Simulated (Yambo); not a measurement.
Material: BaO (NiAs type, space group P6_3/mmc, No. 194) under biaxial strain of +2 % along x and y, z relaxed; a = 3.818 Å, b = 3.818 Å, c = 6.479 Å, α = 90.00°, β = 90.00°, γ = 120.00° (4 atoms in the cell). The PBEsol cell relaxed from Materials Project entry mp-1008500 was given a biaxial strain of +2 % along x and y, z relaxed, and the atoms were relaxed again.

With PBEsol (Quantum ESPRESSO, PseudoDojo norm-conserving, 84 Ry, scalar-relativistic), the gap between the mesh's edge points (Γ → M) is 2.400 eV.

By how much does one-shot G0W0 (Yambo; 6×6×2 Γ-centred k mesh, 121 bands and a 7 Ry block in the screening, 121 bands in G with the Bruneval-Gonze terminator, plasmon pole fitted at 27.2 eV) open this gap, and what gap results?

The correction is 1.031 eV, giving 3.430 eV, 1.4 times the PBEsol value.  Convergence of the G0W0 settings was not tested. 

This is not the ordinary phase of the substance; no match was found in the copy of COD used, and its stability was not checked.
